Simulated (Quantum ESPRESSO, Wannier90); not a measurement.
# Tight-binding from DFT: InSe (C2/m)

```
InSe
1.0
    0.00000     4.10930     0.00000
   -1.72323     0.00000     4.77135
    5.82639    -2.05465     0.00000
In Se
2 2
Direct
  0.11180   0.95316   0.22360
  0.88820   0.04684   0.77640
  0.33907   0.33104   0.67814
  0.66093   0.66896   0.32186
```

Structure: Materials Project mp-21405, symmetrised, not relaxed again. Not found in the COD (Crystallography Open Database) copy used, which has the formula in other groups; not checked further. Computed values, not measurements, from PBEsol: Quantum ESPRESSO (norm-conserving PseudoDojo potentials, cutoff 69 Ry, no spin polarisation, no spin-orbit coupling) on a Γ-centred 8×6×8 mesh, then Wannier90. Density: 8×6×8 mesh, cold smearing 0.01 Ry. The cell is built of weakly bound layers, chains or molecules, whose nearest atoms lie 3.55 Å apart. Database cells relaxed without dispersion often hold them too far apart, which can enlarge gaps and weakens couplings between them; spacing and stacking were not compared with the measured crystal. Spin-orbit coupling is left out although heavy elements are present.

The plane-wave run has 46 bands and 58 electrons a cell. On the energy scale of pw.x, whose zero is arbitrary, the valence-band maximum lies at 7.38 eV.

Isolated groups of bands, relative to the valence-band maximum (bands from 30 on overlap up to the last one computed):

| bands | from (eV) | to (eV) | filling | weight on atomic waves |
|---|---|---|---|---|
| 1–10 | -47.09 | -47.03 | filled | Se 3d 100 % |
| 11–20 | -14.45 | -13.77 | filled | In 4d 97 % |
| 21–22 | -13.13 | -11.42 | filled | Se 4s 69 %, In 5p 14 %, In 4d 11 % |
| 23–29 | -6.20 | 0.00 | filled | Se 4p 63 %, In 5p 19 %, In 5s 15 % |

Input w.win, without the blocks of cell, atoms and k-points (384 lines):

```
num_bands = 26
num_wann = 16
exclude_bands = 1-20
num_iter = 1000
conv_tol = 1.0e-6
conv_window = 4
dis_num_iter = 1000
dis_conv_tol = 1.0e-6
dis_froz_max = 9.99
write_hr = true
write_u_matrices = true
begin projections
f=0.12466,-0.04414,0.22686: s;p
f=-0.11775,0.04531,-0.21816: s;p
f=0.32834,0.33588,-0.32300: s;p
f=-0.34786,-0.33937,0.31645: s;p
end projections
mp_grid = 9 6 8
```

**Question.** This input has a fault. Which, and what does the program do?

**Answer.** wannier90.x -pp stops with:
```
Error: Wrong number of lines in block kpoints
```
The product of the three numbers of mp_grid differs from the number of lines in the kpoints block. Mended as below, all else unchanged, the run goes through (Ω_I = 27.9 Å²) and follows the plane-wave bands to 1.9 meV rms (states up to 2.1 eV relative to the valence-band maximum).
```
mp_grid = 8 6 8
```
